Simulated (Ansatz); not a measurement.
Given:

Relaxed GaAs (zinc blende):

```xyz
4
Lattice="0.0000 5.7456 5.7456 2.8728 0.0000 2.8728 2.8728 2.8728 0.0000" Properties=species:S:1:pos:R:3 pbc="T T T"
As     4.3092     4.3092     4.3092
As     4.3092     7.1820     7.1820
Ga     0.0000     0.0000     0.0000
Ga     0.0000     2.8728     2.8728
```

In this cell atom 3 (Ga, nearest neighbour As at 2.488 Å; its periodic images, 4.1 Å or more away, move with it) is moved by s along Cartesian [111], unit vector (0.577, 0.577, 0.577); all other atoms and the cell stay fixed.

These are PBE (plane waves to 420 eV, PAW, scalar-relativistic; Ansatz, a quantum-chemistry and plane-wave program) values and carry that method's errors. k mesh 4×8×8 (Γ-centred), Fermi-Dirac smearing 0.05 eV. E stands for the smeared free energy. As the smearing reaches across the gap at some points, energies and forces of such displacements shift with the k mesh and the smearing. GaAs was relaxed with its symmetry unable to fall. ΔE is measured from the undisplaced structure.

The scan covers s from -0.500 to 0.500 Å in 11 points.

Question: Is the energy the same for displacements of ±0.500 Å, and if not, which side lies higher?

Answer: Not even: the negative side lies higher at ±0.500 Å. With its periodic images moving along, the atom's site symmetry in this cell is 3m.

Question: What force acts on the atom along the line at s = -0.500 Å?

Answer: 9.32 eV/Å.

Question: What is the energy change at s = 0.500 Å?

Answer: 592 meV/cell.

Question: What is the force constant k = d²E/ds² of this move at s = 0?

Answer: 8.25 eV/Å².

(A displaced cell: forces are minus the slopes of the energy, force constants its curvatures, and phonons follow from these.)
